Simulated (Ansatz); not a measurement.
## Sr3Zn: energy against volume and a worked fit

It takes space group Pm-3m (No. 221, cubic). The conventional cell has a = 5.480 Å, b = 5.480 Å, c = 5.480 Å, α = 90.00°, β = 90.00°, γ = 90.00°. Sr (site symmetry 4/mmm) is surrounded by 8 Sr at 3.87 Å and 4 Zn at 3.87 Å. Zn (site symmetry m-3m) is surrounded by 12 Sr at 3.87 Å.

The cell comes from a database or a generator and needn't be the stable form of this composition.

The cell was scaled at fixed shape and fractions and run with Ansatz, Ansatz PAW, cutoff 420 eV; PBE, k mesh 5 × 5 × 5 on the cell of 4 atoms, fermi-dirac occupations of 0.05 eV, no spin polarisation, no spin-orbit coupling. Energies are those that the program minimises, any entropy of the smearing included. For a metal such a mesh isn't converged to the digits shown.

| V (Å³/atom) | energy over the lowest row (meV/atom) |
| --- | --- |
| 38.6719 | 8.140 |
| 39.4947 | 3.733 |
| 40.3175 | 1.068 |
| 41.1403 | 0.000 |
| 41.9631 | ? |
| 42.7860 | 2.094 |
| 43.6088 | 5.011 |

**Question.** Fit the third-order Birch-Murnaghan form, give V0, B0 and B′, and predict the energy left open.

**Answer.** With y = (V0/V)^(2/3), E = E0 + (9 V0 B0/16) [(y - 1)³ B′ + (y - 1)² (6 - 4y)]. Least squares through the rows shown give V0 = 41.3238 Å³/atom, E0 = -0.035 meV, B0 = 13.91 GPa (1 eV/Å³ = 160.218 GPa) and B′ = 3.61, with a largest miss of 0.002 meV. At V = 41.9631 the form with these constants gives 0.384 meV; the run gave 0.385 meV an atom.
